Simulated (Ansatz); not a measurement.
Given:

ZrN:
```yaml
crystal:
  lattice:
    - [3.14306, 0.00000, 0.00000]
    - [-1.57153, 2.72197, 0.00000]
    - [0.00000, 0.00000, 5.40694]
  atoms:
    - { symbol: Zr, position: [0.66667, 0.33333, 0.75000] }
    - { symbol: Zr, position: [0.33333, 0.66667, 0.25000] }
    - { symbol: N, position: [0.00000, 0.00000, 0.00000] }
    - { symbol: N, position: [0.00000, 0.00000, 0.50000] }
```

This is the LDA-relaxed structure. Cartesian axes are those of the cell as given.

Task: All from LDA in the plane-wave PAW code Ansatz, unless another level is named. Predict the bulk modulus (Birch–Murnaghan fit).

Result: 278 GPa.

Task: And the highest zone-centre frequency?

Result: 659 cm⁻¹.

Task: And the elastic constants (relaxed ions, GPa)?

Result: C11 = 526, C12 = 157, C13 = 144, C33 = 567, C44 = 137.

Space group P6_3/mmc (NiAs type). The first step of the workflow began from a Materials Project structure, measured or hypothetical; the Crystallography Open Database copy checked does not list it. It is not the phase usual at ambient conditions (space group No. 225). The cell was relaxed with LDA under the symmetry of its start; of distortions, only those at the zone centre were tested. No spin polarisation was allowed. As this level gives no gap, shear constants depend on the k-mesh and smearing (Fermi–Dirac, 0.1 eV here). As this level gives no gap, phonon frequencies hold no LO–TO term and depend on the k-mesh and smearing (Fermi–Dirac, 0.1 eV here).

Potentials: the later of the program's two PAW sets.
